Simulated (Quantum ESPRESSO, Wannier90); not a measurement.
Wannier functions of SiC (zinc blende)

Structure: Materials Project mp-8062, symmetrised, not relaxed again. COD (Crystallography Open Database) has the formula in 5 space groups, this one among them (matched by group alone). Method: PBEsol plane waves in Quantum ESPRESSO 7.5 (PseudoDojo norm-conserving files, 66 Ry, no spin polarisation, no spin-orbit coupling), Bloch states on a 12×12×12 mesh through Γ, Wannier90 4.0.1. Density: 12×12×12 mesh, cold smearing 0.01 Ry.

On the energy scale of pw.x, whose zero is arbitrary, the valence-band maximum lies at 9.48 eV.

Input w.win:

```
num_bands = 1
num_wann = 1
exclude_bands = 2-15
num_iter = 800
conv_tol = 1.0e-6
conv_window = 4
write_hr = true
write_u_matrices = true
auto_projections = true
begin unit_cell_cart
ang
    0.0000000000    2.1769950000    2.1769950000
    2.1769950000    0.0000000000    2.1769950000
    2.1769950000    2.1769950000    0.0000000000
end unit_cell_cart
begin atoms_frac
Si  -0.2500000000 -0.2500000000 -0.2500000000
C    0.0000000000  0.0000000000  0.0000000000
end atoms_frac
mp_grid = 12 12 12
begin kpoints
0.0000000000 0.0000000000 0.0000000000
0.0000000000 0.0000000000 0.0833333333
0.0000000000 0.0000000000 0.1666666667
... (1725 more lines: the 12x12x12 mesh through Gamma)
end kpoints
```

Input of pw2wannier90.x that gives the overlap and projection files (equivalent; here they were cut from one run over all bands):

```
&inputpp
  outdir = './out'
  prefix = 'pwscf'
  seedname = 'w'
  write_amn = .true.
  write_mmn = .true.
  scdm_proj = .true.
  scdm_entanglement = 'isolated'
/
```

Output w.wout (banner and timings cut):

```
                                    ------
                                    SYSTEM
                                    ------

                              Lattice Vectors (Ang)
                    a_1     0.000000   2.176995   2.176995
                    a_2     2.176995   0.000000   2.176995
                    a_3     2.176995   2.176995   0.000000

                   Unit Cell Volume:      20.63490  (Ang^3)

                        Reciprocal-Space Vectors (Ang^-1)
                    b_1    -1.443087   1.443087   1.443087
                    b_2     1.443087  -1.443087   1.443087
                    b_3     1.443087   1.443087  -1.443087

 *----------------------------------------------------------------------------*
 |   Site       Fractional Coordinate          Cartesian Coordinate (Ang)     |
 +----------------------------------------------------------------------------+
 | si   1  -0.25000  -0.25000  -0.25000   |   -1.08850  -1.08850  -1.08850    |
 | c    1   0.00000   0.00000   0.00000   |    0.00000   0.00000   0.00000    |
 *----------------------------------------------------------------------------*
                                ------------
                                K-POINT GRID
                                ------------

             Grid size = 12 x 12 x 12      Total points = 1728

 *---------------------------------- MAIN ------------------------------------*
 |  Number of Wannier Functions               :                 1             |
 |  Number of Objective Wannier Functions     :                 1             |
 |  Number of input Bloch states              :                 1             |
 |  Output verbosity (1=low, 5=high)          :                 1             |
 |  Timing Level (1=low, 5=high)              :                 1             |
 |  Optimisation (0=memory, 3=speed)          :                 3             |
 |  Length Unit                               :               Ang             |
 |  Post-processing setup (write *.nnkp)      :                 F             |
 |  Using Gamma-only branch of algorithms     :                 F             |
 *----------------------------------------------------------------------------*
 *------------------------------- WANNIERISE ---------------------------------*
 |  Total number of iterations                :               800             |
 |  Number of CG steps before reset           :                 5             |
 |  Trial step length for line search         :             2.000             |
 |  Convergence tolerence                     :         0.100E-05             |
 |  Convergence window                        :                 4             |
 |  Iterations between writing output         :                 1             |
 |  Iterations between backing up to disk     :               100             |
 |  Write r^2_nm to file                      :                 F             |
 |  Write xyz WF centres to file              :                 F             |
 |  Write on-site energies <0n|H|0n> to file  :                 F             |
 |  Use guiding centre to control phases      :                 F             |
 |  Use phases for initial projections        :                 F             |
 *----------------------------------------------------------------------------*
 *-------------------------------- PLOTTING ----------------------------------*
 |  Plotting Hamiltonian in WF basis          :                 T             |
 *----------------------------------------------------------------------------*

       ... (k-mesh section left out)

 Starting a new Wannier90 calculation ...

 Reading overlaps from w.mmn

 Reading projections from w.amn

 *------------------------------- WANNIERISE ---------------------------------*
 +--------------------------------------------------------------------+<-- CONV
 | Iter  Delta Spread     RMS Gradient      Spread (Ang^2)            |<-- CONV
 +--------------------------------------------------------------------+<-- CONV

 ------------------------------------------------------------------------------
 Initial State
  WF centre and spread    1  (  0.000000,  0.000000,  0.000000 )     2.49249349
  Sum of centres and spreads (  0.000000,  0.000000,  0.000000 )     2.49249349

      0     0.249E+01     0.0000000000        2.4924934936  <-- CONV
        O_D=      0.4789527 O_OD=      0.0000000 O_TOT=      2.4924935 <-- SPRD
 ------------------------------------------------------------------------------
      1    -0.218E+00     0.1399988612        2.2744780303  <-- CONV
        O_D=      0.2609373 O_OD=      0.0000000 O_TOT=      2.2744780 <-- SPRD
      2    -0.100E+00     0.1197924206        2.1742600219  <-- CONV
        O_D=      0.1607192 O_OD=      0.0000000 O_TOT=      2.1742600 <-- SPRD
      3    -0.548E-01     0.1042880301        2.1194673822  <-- CONV
        O_D=      0.1059266 O_OD=      0.0000000 O_TOT=      2.1194674 <-- SPRD
      4    -0.355E-01     0.0829267486        2.0839643164  <-- CONV
        O_D=      0.0704235 O_OD=      0.0000000 O_TOT=      2.0839643 <-- SPRD
      5    -0.185E-01     0.0627401207        2.0654301936  <-- CONV
        O_D=      0.0518894 O_OD=      0.0000000 O_TOT=      2.0654302 <-- SPRD
       ... (lines left out)
     20    -0.516E-06     0.0003127353        2.0513763970  <-- CONV
        O_D=      0.0378356 O_OD=      0.0000000 O_TOT=      2.0513764 <-- SPRD
     21    -0.207E-06     0.0002238334        2.0513761904  <-- CONV
        O_D=      0.0378354 O_OD=      0.0000000 O_TOT=      2.0513762 <-- SPRD
     22    -0.922E-07     0.0001432649        2.0513760983  <-- CONV
        O_D=      0.0378353 O_OD=      0.0000000 O_TOT=      2.0513761 <-- SPRD
             <<<     Delta < 1.000E-06  over  4 iterations     >>>
             <<< Wannierisation convergence criteria satisfied >>>
 Final State
  WF centre and spread    1  (  0.000000,  0.000000,  0.000000 )     2.05137610
  Sum of centres and spreads (  0.000000,  0.000000,  0.000000 )     2.05137610

         Spreads (Ang^2)       Omega I      =     2.013540775
        ================       Omega D      =     0.037835323
                               Omega OD     =     0.000000000
    Final Spread (Ang^2)       Omega Total  =     2.051376098
```
